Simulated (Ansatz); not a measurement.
## Co, dhcp: geometry optimisation

The calculation used DFT, revPBE, plane waves (420 eV) with PAW, scalar-relativistic in Ansatz. The PAW files were generated under PBE, with cores re-solved for the functional.

k-point mesh 14×14×4, Fermi-Dirac smearing 0.05 eV, starting moments 1.70 ×4 μB. Cell and atoms relax.

Starting structure:

```yaml
crystal:
  lattice:
    - [2.5018845205, 0.0, 0.0]
    - [-1.2509422603, 2.1666955521, 0.0]
    - [0.0, 0.0, 8.1711548441]
  atoms:
    - { symbol: Co, position: [0.0, 0.0, 0.0], spin: 1.7 }
    - { symbol: Co, position: [0.0, 0.0, 0.5], spin: 1.7 }
    - { symbol: Co, position: [0.3333333333, 0.6666666667, 0.25], spin: 1.7 }
    - { symbol: Co, position: [0.6666666667, 0.3333333333, 0.75], spin: 1.7 }
hamiltonian:
  xc: revpbe
  pseudopotentials:
    kind: paw
    azcp:
      Co: "pseudopotentials/Co.paw.azcp"
basis:
  ecutwfc: 420
  fft_grid_basis: typed
kpoints:
  mp_grid: { grid: [14, 14, 4], shift: [0, 0, 0] }
magnetization:
  spin_polarized: true
scf:
  occupations: { method: fermi_dirac, width: 0.05 }
relax:
  max_steps: 60
  f_tol: 0.01
  cell: {}
output:
  write_density: true
  write_potential: true
  elf: true
  volumetric_format: npy
```

Task: The pressure at the start is 1.1 GPa. By how much does the volume change?

Result: From 11.07 to 11.13 Å³ per atom, 0.5 %. The final cell has a = 2.512 Å, c = 8.147 Å (c/a = 3.243).

Task: How much energy does the relaxation gain?

Result: 0.5 meV per atom.

Task: Which magnetic state does it end in?

Result: ferromagnetic, net 1.68 μB per atom; moments 1.77 ×2, 1.75 ×2 μB.
